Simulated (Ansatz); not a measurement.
HfO₂ (rutile, P4_2/mnm), LDA in the plane-wave PAW code Ansatz. The conduction-band minimum lies at Γ, with 1 equivalent valley. Second derivatives d²E/dk² of the lowest band at one valley (eV·Å²), along Cartesian directions:

```
direction  d²E/dk²
---------  -------
[100]        9.922
[010]        9.922
[001]        13.04
[110]        9.899
[101]        11.48
[011]        11.48
```

**Question.** Find the principal effective masses, the density-of-states mass and the conductivity mass.

**Answer.** Off-diagonal terms follow from H_xy = H[110] − (H_xx + H_yy)/2, and m*/mₑ = 7.620 eV·Å² over each eigenvalue: 0.58, 0.77, 0.77. One valley's DOS mass (m₁m₂m₃)^(1/3) = 0.70, conductivity mass 3/(Σ 1/mᵢ) = 0.70 mₑ.

**Question.** What effective density of states Nc follows at 300 K for parabolic valleys?

**Answer.** Nc = 2.509e19 × 1 × (0.70)^(3/2) ≈ 1.5e19 cm⁻³.

**Question.** With the computed static dielectric constant 27.5 (mean of the diagonal), estimate a hydrogenic donor's binding energy and radius.

**Answer.** E = 13.606 eV × 0.70/27.5² ≈ 13 meV; a = 0.529 Å × ε/m* ≈ 21 Å. Semilocal masses tend to be too small when the gap is underestimated.

The first step of the workflow began from a Materials Project structure, measured or hypothetical; the Crystallography Open Database copy checked does not list it. It is not the phase usual at ambient conditions (space group No. 14, 29). Symmetry was held in the LDA relaxation; its stability against distortions is not shown here. The run is not spin-polarised. Scalar-relativistic: spin–orbit coupling is off unless named, which matters more the heavier the elements.

Potentials: the earlier of the program's two PAW sets. The files were generated under PBE; for other functionals the program regenerates the frozen cores, and for LDA and PBEsol the local potential too.
